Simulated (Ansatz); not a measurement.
## Notes on CdTeS₃

```
CELL_PARAMETERS angstrom
3.26574 5.65643 0.00000
-3.26574 5.65643 0.00000
-3.26574 1.88547 6.81762
ATOMIC_POSITIONS crystal
Cd 0.32910 0.34180 0.98730
Cd 0.67128 0.65744 0.01394
Te 0.05670 0.88660 0.17000
Te 0.94240 0.11520 0.82710
S 0.76510 0.13620 0.26030
S 0.09870 0.50480 0.26030
S 0.39650 0.83840 0.26030
S 0.23030 0.86480 0.74130
S 0.90490 0.48900 0.74130
S 0.60610 0.16360 0.74130
```

Method: PBE, no spin polarisation; PAW, plane waves to 420 eV, 6×6×6 Γ-centred mesh, gaussian occupations (width 0.0383 eV) (Ansatz 0.2.0), atoms fixed.

Q: Is there a gap?

A: It is a metal, with about 7.1 states/eV a cell as the mean within 0.25 eV of the Fermi level, mostly S p (45 %), Cd s (20 %) and Te s (17 %).

Q: Which atom feels the largest force, and which way?

A: The largest is on Te3: 7.66 eV/Å, components (0.00, 0.00, 7.66). It makes 73° with the line to a nearest neighbour, S6 at 2.15 Å.

Q: What does the stress say?

A: The pressure is 20.6 GPa (compression positive), so with the atoms held at these fractions the cell would first expand; the forces are large, so a full relaxation may end otherwise. The principal stresses 18.6, 21.7, 21.7 GPa differ, so its shape would change too.

Q: Give the Bader charges.

A: Bader charges in e: Cd +0.68, Te +1.34 to +1.40, S -0.68. In the mean Te gives up most and S takes most.

Q: What is the formation energy?

A: 0.82 eV an atom against the elements' usual phases (free molecules for gases, crystals otherwise, with no correction for O₂ or N₂), so at this geometry it isn't bound against them. Relaxing would lower it.

Origin: a known structure type with other elements, at an estimated volume, so it need not be a known compound. Caveats: many states at the Fermi level without spin polarisation, so a magnetic state may lie lower; atoms or cell far from equilibrium.
